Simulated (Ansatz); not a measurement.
Here is the system:

Cu3Pd:
```
CELL_PARAMETERS angstrom
      3.61268     0.00000     0.00000
      0.00000     3.61268     0.00000
      0.00000     0.00000     3.61268
ATOMIC_POSITIONS crystal
  Cu 0.00000 0.50000 0.50000
  Cu 0.50000 0.00000 0.50000
  Cu 0.50000 0.50000 0.00000
  Pd 0.00000 0.00000 0.00000
```

This is the LDA-relaxed structure.

Task: All from DFT-LDA in the program Ansatz with PAW potentials, unless another level is named. Predict the density of states at the Fermi level.

Result: 0.48 states/eV per atom (mean over ±0.08 eV).

Task: And the formation energy from the elements (no fitted shifts)?

Result: -0.090 eV/atom.

Space group Pm-3m (Cu3Au type). The first step of the workflow began from a Materials Project structure, measured or hypothetical; the Crystallography Open Database files this formula in space group No. 221, but the cells were not matched. Its standing as an ambient phase is unchecked. Symmetry was held in the LDA relaxation; whether a distortion lowers the energy is not shown. The run is not spin-polarised. The references are the lowest solids computed at this level, not always the standard phases. Scalar-relativistic: spin–orbit coupling is off unless named, which matters more the heavier the elements.

Potentials: the later of the program's two PAW sets.
